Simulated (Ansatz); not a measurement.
# Structures of Be₂Ir: which is lowest?

Plane-wave DFT in Ansatz with scalar-relativistic PAW potentials, cutoff 420 eV, Γ-centred meshes chosen by cell and gap, Gaussian smearing with energies taken to zero width. Every cell was relaxed (cell and atoms) in a run of its own, within the symmetry of its start. Functional: PBE.

Relaxed structures (starts from databases or built by putting these elements on another compound's sites):
A. P6/mmm, 3 atoms in the computed cell, a = 3.621 Å, c = 2.666 Å; sites (symmetry × multiplicity) Be -6m2 × 2, Ir 6/mmm × 1; start: built
B. P4/mmm, 3 atoms in the computed cell, a = 3.723 Å, c = 2.727 Å; sites (symmetry × multiplicity) Be mmm. × 2, Ir 4/mmm × 1; start: built

**Question.** Rank them by energy. Could pressure change the order?

**Answer.**
| structure | group | E − E(lowest) (meV/atom) | V (Å³/atom) | gap on mesh (eV) |
| --- | --- | --- | --- | --- |
| A | P6/mmm | 0.0 | 10.09 | 0.00 |
| B | P4/mmm | 223 | 12.59 | 0.00 |

A is lowest, 223 meV/atom under B. The lowest is also the densest of these, so pressure wouldn't bring one of the others in at first order. Other structures may lie lower than all of these, and vibrations aren't counted.

Spin-orbit coupling is left out, which matters for the bands of heavy elements.